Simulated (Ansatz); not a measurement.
LaGe: reading a single point

```xyz
8
Lattice="7.3752 0.0000 0.0000 0.0000 6.8131 0.0000 0.0000 0.0000 4.1018" Properties=species:S:1:pos:R:3 pbc="T T T"
La    1.2243    0.0341    1.0254
La    6.1509    6.7790    3.0763
La    4.9119    3.3725    3.0763
La    2.4633    3.4406    1.0254
Ge    4.2407    1.2945    1.0254
Ge    3.1344    5.5186    3.0763
Ge    0.5531    2.1121    3.0763
Ge    6.8220    4.7010    1.0254
```

Method: r2SCAN, no spin polarisation; PAW, plane waves to 500 eV, 5×5×8 Γ-centred mesh, fermi-dirac occupations (width 0.1 eV) (Ansatz 0.2.0), atoms fixed.

- Formation energy: -0.12 eV an atom against the elements' usual phases (free molecules for gases, crystals otherwise, with no correction for O₂ or N₂), so it is bound against them; other compounds may still compete. Relaxing would lower it.
- Forces: The largest is on La2 (and as large on other atoms): 2.01 eV/Å, components (-1.94, -0.52, 0.00). It makes 145° with the line to a nearest neighbour, Ge7 at 2.79 Å, pointing away from it.
- Electronic structure: It is a metal, with about 7.8 states/eV a cell as the mean within 0.25 eV of the Fermi level, mostly Ge p (46 %) and La d (37 %).
- Charges: Bader charges in e: La +1.10, Ge -1.10. In the mean La gives up most and Ge takes most.

Origin: a known structure type with other elements, at an estimated volume, so it need not be a known compound. Caveats: atoms or cell far from equilibrium; f levels without a U or exact exchange are poorly placed.
